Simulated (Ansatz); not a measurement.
Input for Ansatz (plane-wave DFT, PAW):

```yaml
crystal:
  lattice:
    - [3.9713452425, 0.0, 0.0]
    - [0.0, 3.9713452425, 0.0]
    - [0.0, 0.0, 16.7074257061]
  atoms:
    - { symbol: Ti, position: [0.5, 0.5, 0.3761201777] }
    - { symbol: Ti, position: [0.0, 0.0, 0.8800767443] }
    - { symbol: Ti, position: [0.0, 0.0, 0.1198466992] }
    - { symbol: Ti, position: [0.5, 0.5, 0.6162868885] }
    - { symbol: Ti, position: [0.5, 0.5, 0.1336582649] }
    - { symbol: Al, position: [0.5, 0.0, 0.0031630042] }
    - { symbol: Al, position: [0.0, 0.5, 0.4980180811] }
    - { symbol: Al, position: [0.5, 0.0, 0.4980180811] }
    - { symbol: Al, position: [0.0, 0.5, 0.0031630042] }
    - { symbol: Al, position: [0.0, 0.5, 0.2493082077] }
    - { symbol: Al, position: [0.5, 0.0, 0.7493871963] }
    - { symbol: Al, position: [0.5, 0.0, 0.2493082077] }
    - { symbol: Al, position: [0.0, 0.5, 0.7493871963] }
    - { symbol: Al, position: [0.0, 0.0, 0.6240364694] }
    - { symbol: Al, position: [0.0, 0.0, 0.3737133166] }
    - { symbol: Al, position: [0.5, 0.5, 0.8765094408] }
basis:
  ecutwfc: 420
kpoints:
  mp_grid: { grid: [10, 10, 4] }
hamiltonian:
  xc: pbesol
scf:
  occupations: { method: gaussian, width: 0.1 }
output:
  forces: true
  stress: true
  eigenvalues: true
relax:
  adjacent_minimum: "off"
  f_tol: 0.01
  max_steps: 30
  cell: { stress_tol: 0.1, fix: [volume] }
```

Command:
```bash
ansatz run input.yaml --threads 4 --pin off --max-ram 10240MiB --backend cpu --events-out ev --progress --plain --runs-dir out
```

These are results of Ansatz, DFT PBEsol, scalar-relativistic, plane waves, PAW, not measurements.

Abridged output (iterations and final results):

```
SCF iter   1: F=—  HF=-18146.015079 eV  |F-HF|=—  |Δ(HF+E_count)|=         —  Δρ=1.13e-2  dr2=4.14e0  ethr=1.77e-3  ⟨swp⟩=7.7  Hψ=18756  notcnv=0
SCF iter   2: F=—  HF=-18145.940419 eV  |F-HF|=—  |Δ(HF+E_count)|=   7.47e-2  Δρ=5.42e-3  dr2=1.42e0  ethr=1.77e-3  ⟨swp⟩=1.6  Hψ=4674  notcnv=0  defer=3
SCF iter   3: F=—  HF=-18145.904695 eV  |F-HF|=—  |Δ(HF+E_count)|=   3.57e-2  Δρ=1.09e-3  dr2=2.75e-2  ethr=1.52e-3  ⟨swp⟩=1.0  Hψ=3518  notcnv=0  defer=9
SCF iter   4: F=—  HF=-18145.902845 eV  |F-HF|=—  |Δ(HF+E_count)|=   1.85e-3  Δρ=3.85e-4  dr2=4.66e-3  ethr=2.96e-5  ⟨swp⟩=1.9  Hψ=4098  notcnv=0  defer=194
SCF iter   5: F=—  HF=-18145.902722 eV  |F-HF|=—  |Δ(HF+E_count)|=   1.23e-4  Δρ=9.93e-5  dr2=1.14e-4  ethr=5.01e-6  ⟨swp⟩=1.2  Hψ=3535  notcnv=0  defer=194
SCF iter   6: F=—  HF=-18145.902714 eV  |F-HF|=—  |Δ(HF+E_count)|=   7.23e-6  Δρ=3.71e-5  dr2=9.94e-6  ethr=1.23e-7  ⟨swp⟩=2.2  Hψ=4604  notcnv=0  defer=194
SCF iter   7: F=—  HF=-18145.902766 eV  |F-HF|=—  |Δ(HF+E_count)|=   5.21e-5  Δρ=1.06e-5  dr2=9.04e-7  ethr=1.07e-8  ⟨swp⟩=2.4  Hψ=5899  notcnv=0  defer=446
SCF iter   8: F=-18145.902766 eV  HF=-18145.902766 eV  |F-HF|=8.31e-8  |Δ(HF+E_count)|=   1.06e-7  Δρ=3.41e-6  dr2=8.64e-8  ethr=1.08e-10  ⟨swp⟩=11.1  Hψ=17346  notcnv=0
SCF 1 converged in 8 iterations: F = -18145.902766 eV  dr2 = 8.64e-8
relax step   1: F+E_penalty+E_count = -18145.90276620 eV  Δ(F+E_penalty+E_count) = +0.000e0 eV  max|allowed force component| = 4.008e-2 eV/Å  Δτ_max = 0.0000 Å  P = -5.906 GPa  Ω = 263.503 Å³  fix = [volume]  reactions: volume -5.906 GPa (8 SCF iters, dr2 threshold 1.00e-7 eV, accepted)
Initial density: handed on by an earlier stage of this run
Initial wavefunctions: those handed on with the density
SCF iter   1: F=—  HF=-18145.905063 eV  |F-HF|=—  |Δ(HF+E_count)|=         —  Δρ=1.77e-3  dr2=9.07e-2  ethr=9.73e-5  ⟨swp⟩=1.0  Hψ=14894  notcnv=0
SCF iter   2: F=—  HF=-18145.903325 eV  |F-HF|=—  |Δ(HF+E_count)|=   1.74e-3  Δρ=8.44e-4  dr2=2.82e-2  ethr=9.73e-5  ⟨swp⟩=1.0  Hψ=3969  notcnv=0
SCF iter   3: F=—  HF=-18145.902540 eV  |F-HF|=—  |Δ(HF+E_count)|=   7.84e-4  Δρ=1.22e-4  dr2=6.51e-4  ethr=3.03e-5  ⟨swp⟩=1.0  Hψ=3969  notcnv=0
SCF iter   4: F=—  HF=-18145.902518 eV  |F-HF|=—  |Δ(HF+E_count)|=   2.23e-5  Δρ=3.17e-5  dr2=3.92e-5  ethr=7.00e-7  ⟨swp⟩=1.4  Hψ=4006  notcnv=0
SCF iter   5: F=—  HF=-18145.902557 eV  |F-HF|=—  |Δ(HF+E_count)|=   3.94e-5  Δρ=1.54e-5  dr2=3.13e-6  ethr=4.21e-8  ⟨swp⟩=2.0  Hψ=4622  notcnv=0
SCF iter   6: F=—  HF=-18145.902557 eV  |F-HF|=—  |Δ(HF+E_count)|=   1.79e-7  Δρ=4.34e-6  dr2=1.93e-7  ethr=3.37e-9  ⟨swp⟩=1.3  Hψ=4034  notcnv=0
SCF iter   7: F=-18145.902557 eV  HF=-18145.902557 eV  |F-HF|=1.13e-8  |Δ(HF+E_count)|=   1.99e-8  Δρ=1.50e-6  dr2=1.19e-8  ethr=1.08e-10  ⟨swp⟩=7.1  Hψ=14003  notcnv=0
SCF 2 converged in 7 iterations: F = -18145.902557 eV  dr2 = 1.19e-8
relax step   2: F+E_penalty+E_count = -18145.90255723 eV  Δ(F+E_penalty+E_count) = +2.090e-4 eV  max|allowed force component| = 5.703e-2 eV/Å  Δτ_max = 0.0156 Å  P = -5.851 GPa  Ω = 263.503 Å³  energy of the carried Pulay correction = +3.979e-15 eV  fix = [volume]  (7 SCF iters, dr2 threshold 1.00e-7 eV, rejected (line search))
SCF iter   1: F=—  HF=-18145.904087 eV  |F-HF|=—  |Δ(HF+E_count)|=         —  Δρ=9.16e-4  dr2=2.58e-2  ethr=2.75e-5  ⟨swp⟩=1.0  Hψ=14486  notcnv=0
SCF iter   2: F=—  HF=-18145.903620 eV  |F-HF|=—  |Δ(HF+E_count)|=   4.67e-4  Δρ=4.42e-4  dr2=8.34e-3  ethr=2.75e-5  ⟨swp⟩=1.0  Hψ=3969  notcnv=0
SCF iter   3: F=—  HF=-18145.903384 eV  |F-HF|=—  |Δ(HF+E_count)|=   2.36e-4  Δρ=6.48e-5  dr2=2.27e-4  ethr=8.97e-6  ⟨swp⟩=1.0  Hψ=3969  notcnv=0
SCF iter   4: F=—  HF=-18145.903374 eV  |F-HF|=—  |Δ(HF+E_count)|=   9.97e-6  Δρ=1.84e-5  dr2=1.13e-5  ethr=2.44e-7  ⟨swp⟩=1.3  Hψ=3995  notcnv=0
SCF iter   5: F=—  HF=-18145.903316 eV  |F-HF|=—  |Δ(HF+E_count)|=   5.77e-5  Δρ=8.63e-6  dr2=9.26e-7  ethr=1.21e-8  ⟨swp⟩=2.0  Hψ=4716  notcnv=0
SCF iter   6: F=—  HF=-18145.903417 eV  |F-HF|=—  |Δ(HF+E_count)|=   1.01e-4  Δρ=2.24e-6  dr2=5.86e-8  ethr=9.96e-10  ⟨swp⟩=1.9  Hψ=5117  notcnv=0
SCF iter   7: F=—  HF=-18145.903417 eV  |F-HF|=—  |Δ(HF+E_count)|=   6.40e-9  Δρ=8.98e-7  dr2=4.97e-9  ethr=6.30e-11  ⟨swp⟩=2.2  Hψ=5321  notcnv=0
SCF iter   8: F=-18145.903417 eV  HF=-18145.903417 eV  |F-HF|=5.17e-10  |Δ(HF+E_count)|=  4.66e-10  Δρ=2.66e-7  dr2=5.37e-10  ethr=1.00e-12  ⟨swp⟩=5.7  Hψ=12776  notcnv=0
SCF 3 converged in 8 iterations: F = -18145.903417 eV  dr2 = 5.37e-10
relax step   3: F+E_penalty+E_count = -18145.90341721 eV  Δ(F+E_penalty+E_count) = -6.510e-4 eV  max|allowed force component| = 2.417e-3 eV/Å  Δτ_max = 0.0075 Å  P = -5.879 GPa  Ω = 263.503 Å³  energy of the carried Pulay correction = +4.974e-17 eV  fix = [volume]  reactions: volume -5.879 GPa (8 SCF iters, accepted)
Initial wavefunctions: pseudopotential atomic-orbital guess (no wavefunctions were taken with the density)
SCF iter   1: F=—  HF=-18145.903367 eV  |F-HF|=—  |Δ(HF+E_count)|=         —  Δρ=2.24e-6  dr2=1.35e-8  ethr=1.10e-6  ⟨swp⟩=2.9  Hψ=26723  notcnv=0
SCF iter   2: F=—  HF=-18145.903419 eV  |F-HF|=—  |Δ(HF+E_count)|=   5.27e-5  Δρ=9.45e-7  dr2=2.23e-9  ethr=1.45e-11  ⟨swp⟩=3.5  Hψ=8563  notcnv=0
SCF iter   3: F=—  HF=-18145.903419 eV  |F-HF|=—  |Δ(HF+E_count)|=  7.28e-12  Δρ=6.48e-7  dr2=1.07e-9  ethr=2.39e-12  ⟨swp⟩=1.0  Hψ=3969  notcnv=0
SCF iter   4: F=-18145.903419 eV  HF=-18145.903419 eV  |F-HF|=1.31e-10  |Δ(HF+E_count)|=  2.55e-11  Δρ=3.07e-7  dr2=2.86e-10  ethr=1.15e-12  ⟨swp⟩=1.0  Hψ=3970  notcnv=0
SCF iter   5: F=-18145.903419 eV  HF=-18145.903419 eV  |F-HF|=1.09e-11  |Δ(HF+E_count)|=  3.27e-11  Δρ=6.54e-8  dr2=1.83e-11  ethr=1.00e-12  ⟨swp⟩=1.0  Hψ=3969  notcnv=0
SCF iter   6: F=-18145.903419 eV  HF=-18145.903419 eV  |F-HF|=0.00e0  |Δ(HF+E_count)|=    0.00e0  Δρ=5.29e-8  dr2=7.49e-12  ethr=1.00e-12  ⟨swp⟩=3.6  Hψ=10409  notcnv=0
SCF 4 converged in 6 iterations: F = -18145.903419 eV  dr2 = 7.49e-12
SCF converged after 6 iterations
Free energy (F): -18145.903419 eV
Harris-Foulkes:  -18145.903419 eV  (|F-HF|=0.00e0)
Internal energy: -18145.871309 eV  (E = F + TS)
E sigma→0 (E₀):  -18145.887364 eV
Entropy (-TS):   -0.032110 eV (-2.007 meV/atom)
Fermi energy:    9.719213 eV
--- Per-component energies (eV) ---
  E_band       = -830.943262
  E_kinetic    = 1614.394030
  E_local      = -6901.932631  (includes V_loc(G=0)·N_el)
  E_nonlocal   = 164.788112
  E_hartree    = 3058.727964
  E_xc         = -917.646924
  E_vxc        = -929.250948  (∫ρ·V_xc dr)
  E_paw        = -10117.683611  (= ΣΔE_a)
  E_vpaw       = -896.398267  (= ΣTr[D̂ρ^β])
  E_aug_tail   = 0.000555  (compensation charges beyond the density's cutoff)
  E_ewald      = -5047.426255
  E_core_change = 0.907451  (= ΣΔE_core)
  E_smearing   = -0.032110  (= −TS)
--- Forces (eV/Å), atoms counted from 1 ---
  atom   1  Ti     0.00000000     0.00000000    -0.00192872
  atom   2  Ti     0.00000000     0.00000000     0.00027219
  atom   3  Ti     0.00000000     0.00000000     0.00073704
  atom   4  Ti     0.00000000     0.00000000     0.00240332
  atom   5  Ti     0.00000000     0.00000000     0.00242272
  atom   6  Al     0.00000000     0.00000000    -0.00088738
  atom   7  Al     0.00000000     0.00000000    -0.00015691
  atom   8  Al     0.00000000     0.00000000    -0.00015691
  atom   9  Al     0.00000000     0.00000000    -0.00088738
  atom  10  Al     0.00000000     0.00000000    -0.00128079
  atom  11  Al     0.00000000     0.00000000     0.00001331
  atom  12  Al     0.00000000     0.00000000    -0.00128079
  atom  13  Al     0.00000000     0.00000000     0.00001331
  atom  14  Al     0.00000000     0.00000000    -0.00220661
  atom  15  Al     0.00000000     0.00000000     0.00179589
  atom  16  Al     0.00000000     0.00000000     0.00112732
--- Stress (GPa, compression-positive) ---
       -5.877404       0.000000       0.000000
        0.000000      -5.877404       0.000000
        0.000000       0.000000      -5.883555
  P = ⅓ Tr σ = -5.8795 GPa (-58.795 kbar)
--- Band table (eV; the first three rows and the last of 63) ---
  k-point 0: bands = ["-47.0332", "-46.8826", "-46.8363", "-46.6612", "-46.5415", "-23.4483", "-23.4146", "-23.4146", "-23.2924", "-23.2924", "-23.2395", "-23.2392", "-23.2392", "-23.1895", "-23.1732", "-23.1411", "-23.1411", "-23.0617", "-22.7222", "-22.7222", "-0.3562", "0.2009", "0.5315", "1.4747", "2.6272", "4.4513", "4.8770", "6.7202", "7.1668", "7.3039", "7.6252", "7.6889", "7.6889", "7.7181", "7.8728", "7.8728", "7.9466", "8.3092", "8.3092", "8.4998", "8.4998", "8.9267", "8.9662", "9.4421", "9.9154", "9.9451", "9.9451", "10.1188", "10.2708", "10.3433", "10.3433", "10.3572", "10.4200", "10.5611", "10.5611", "11.2172", "11.3550", "11.5214", "11.5945", "11.5945", "11.8261", "11.8261", "1 ...
  k-point 1: bands = ["-47.0332", "-46.8826", "-46.8363", "-46.6612", "-46.5415", "-23.4483", "-23.4146", "-23.4146", "-23.2924", "-23.2924", "-23.2395", "-23.2392", "-23.2392", "-23.1895", "-23.1732", "-23.1411", "-23.1411", "-23.0617", "-22.7222", "-22.7222", "-0.3451", "0.1219", "0.6790", "1.3206", "2.8220", "4.0152", "5.3635", "6.7214", "6.7357", "7.2894", "7.6607", "7.6890", "7.6890", "7.8726", "7.8726", "7.9224", "8.0591", "8.3100", "8.3100", "8.4990", "8.4990", "8.8860", "8.9662", "9.3767", "9.9519", "9.9606", "9.9606", "10.1187", "10.2712", "10.2814", "10.2814", "10.3569", "10.3973", "10.6228", "10.6228", "11.2993", "11.3260", "11.5910", "11.5910", "11.6458", "11.7893", "11.7893", "1 ...
  k-point 2: bands = ["-47.0332", "-46.8826", "-46.8363", "-46.6612", "-46.5415", "-23.4483", "-23.4146", "-23.4146", "-23.2924", "-23.2924", "-23.2395", "-23.2392", "-23.2392", "-23.1895", "-23.1732", "-23.1411", "-23.1411", "-23.0617", "-22.7222", "-22.7222", "-0.3326", "0.0641", "0.8786", "1.1057", "3.0878", "3.6543", "5.9040", "6.2065", "6.7226", "7.2764", "7.6891", "7.6891", "7.7014", "7.8725", "7.8725", "7.8912", "8.3107", "8.3107", "8.3251", "8.4983", "8.4983", "8.7991", "8.9662", "9.3299", "9.9621", "9.9795", "9.9795", "10.1186", "10.2304", "10.2304", "10.2717", "10.3567", "10.3897", "10.6710", "10.6710", "11.3276", "11.5227", "11.5356", "11.5859", "11.5859", "11.7551", "11.7551", "1 ...
  k-point 62: bands = ["-47.0318", "-46.8812", "-46.8349", "-46.6033", "-46.5969", "-23.4448", "-23.4302", "-23.4302", "-23.3080", "-23.3080", "-23.2545", "-23.2545", "-23.2360", "-23.2117", "-23.2117", "-23.1855", "-23.1184", "-23.1108", "-22.6792", "-22.6792", "3.2477", "3.8302", "4.0562", "4.1993", "4.1993", "4.5947", "4.5947", "4.7163", "4.7163", "5.0768", "5.0768", "5.1583", "5.4077", "5.6641", "5.7951", "5.9397", "6.9118", "6.9118", "7.0346", "7.6559", "7.6559", "7.9255", "8.0789", "8.0789", "8.3419", "8.6029", "8.6029", "9.2089", "9.5214", "10.4724", "10.7901", "10.9806", "10.9874", "11.0069", "11.1266", "11.1784", "11.2204", "11.4436", "11.4576", "11.4643", "11.9224", "11.9224", "12. ...
--- Relaxed structure (3 steps of the walk, 2 accepted, 1 SCFs on fresh bases) ---
  F+E_penalty+E_count = -18145.90341948 eV   max|allowed force component| = 2.423e-3 eV/Å   (the final SCF, on the basis selected at the relaxed cell)
  cell:  # Å, volume = 263.5026 Å³
    - [3.97072380, 0.0, 0.0]
    - [0.0, 3.97072380, 0.0]
    - [0.0, 0.0, 16.71265570]
  atoms:
    - { symbol: Ti, position: [0.5, 0.5, 0.37598861] }
    - { symbol: Ti, position: [0.0, 0.0, 0.88037441] }
    - { symbol: Ti, position: [0.0, 0.0, 0.11993526] }
    - { symbol: Ti, position: [0.5, 0.5, 0.61604497] }
    - { symbol: Ti, position: [0.5, 0.5, 0.13368441] }
    - { symbol: Al, position: [0.5, 0.0, 0.00361197] }
    - { symbol: Al, position: [0.0, 0.5, 0.49785068] }
    - { symbol: Al, position: [0.5, 0.0, 0.49785068] }
    - { symbol: Al, position: [0.0, 0.5, 0.00361197] }
    - { symbol: Al, position: [0.0, 0.5, 0.24891193] }
    - { symbol: Al, position: [0.5, 0.0, 0.74948212] }
    - { symbol: Al, position: [0.5, 0.0, 0.24891193] }
    - { symbol: Al, position: [0.0, 0.5, 0.74948212] }
    - { symbol: Al, position: [0.0, 0.0, 0.62380720] }
    - { symbol: Al, position: [0.0, 0.0, 0.37351615] }
    - { symbol: Al, position: [0.5, 0.5, 0.87693650] }
```

The relaxation met its thresholds.

The run took 110 s on 4 threads of Oxide Virtual Turin-like Processor (Zen 5), with other jobs on the host, peak memory 1.2 GiB.